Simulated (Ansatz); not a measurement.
TaN (rock salt)

```xyz
2
Lattice="0.0000 2.1878 2.1878 2.1878 0.0000 2.1878 2.1878 2.1878 0.0000" Properties=species:S:1:pos:R:3 pbc="T T T"
N      0.0000     0.0000     0.0000
Ta     2.1878     2.1878     2.1878
```

Equation-of-state scan: isotropic scaling of the cell above, V₀ being its volume. Symmetry pins the atoms to their sites.

The numbers are results of PBEsol (plane waves to 420 eV, PAW, scalar-relativistic; Ansatz, an electronic-structure program), not measurements. k mesh 19×19×19 (Γ-centred), Fermi-Dirac smearing 0.05 eV. E stands for the smeared free energy. Spin-orbit coupling is left out, though Ta is heavy. TaN is run without spin polarisation. TaN was relaxed with its symmetry unable to fall. This is a high-temperature form of TaN. The zero of ΔE is the relaxed starting cell.

Problem. What ΔE (eV/atom) does the calculation give at V/V₀ = 0.900, 0.920, 0.980, 1.040, 1.100?

Solution. 
```csv
V/V₀,ΔE (eV/atom)
0.900,0.141
0.920,0.087
0.980,0.005
1.040,0.017
1.100,0.098
```

(A scan under strain: stresses follow from slopes of the energy per volume, elastic moduli from its curvatures.)
